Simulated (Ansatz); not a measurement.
ZrC (NiAs type, space group No. 194) at seven volumes, the program Ansatz at the PBEsol level (PAW), shape and atoms relaxed at each. One row is withheld.

```csv
V (Å³/atom),P (GPa)
11.558,26.75
11.939,?
12.320,7.59
12.701,0.01
13.082,-6.50
13.463,-12.08
13.844,-16.85
```

**Question.** Fit the shown pressures and predict the withheld one.

**Answer.** Third-order Birch–Murnaghan: P = (3/2)B₀(x^(7/2) − x^(5/2))[1 + (3/4)(B′ − 4)(x − 1)] with x = (V₀/V)^(2/3). Least squares on the six rows gives V₀ = 12.701 Å³/atom, B₀ = 233.6 GPa, B′ = 4.11. At V = 11.939, x = 1.0421 and P = 16.41 GPa. The run itself gave 16.44 GPa.

Space group P6_3/mmc (NiAs type). The workflow started from a Materials Project entry (that database holds measured and hypothetical structures alike); the Crystallography Open Database copy checked does not list it. It is not the phase usual at ambient conditions (space group No. 225). The PBEsol relaxation kept the symmetry of its start; its stability against distortions is not shown here. No spin polarisation was allowed.

Potentials: the later of the program's two PAW sets.
